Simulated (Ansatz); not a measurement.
Input and command of a plane-wave DFT calculation in Ansatz:

```yaml
crystal:
  lattice:
    - [3.1413478687, 0.0, 0.0]
    - [0.0, 3.1413478687, 0.0]
    - [0.0, 0.0, 3.1413478687]
  atoms:
    - { symbol: Ti, position: [0.5, 0.5, 0.5] }
    - { symbol: Os, position: [0.0, 0.0, 0.0] }
basis:
  ecutwfc: 500
kpoints:
  mp_grid: { grid: [14, 14, 14] }
hamiltonian:
  xc: r2scan
scf:
  occupations: { method: gaussian, width: 0.1 }
output:
  forces: true
  stress: true
  eigenvalues: true
```

```bash
ansatz run input.yaml --threads 1 --pin off --max-ram 2560MiB --backend cpu --events-out ev --progress --plain --runs-dir out
```

Processor: Arm Neoverse V1, 1 thread, on a host shared with other jobs.

Q: Estimate time, memory and problem size.

A: About 9.8 s on 1 thread of Arm Neoverse V1, on a shared host, peak memory 0.42 GiB. It solves 18 bands at 120 k points (the mesh reduced by symmetry) with about 751 plane waves, in 7 SCF iterations.
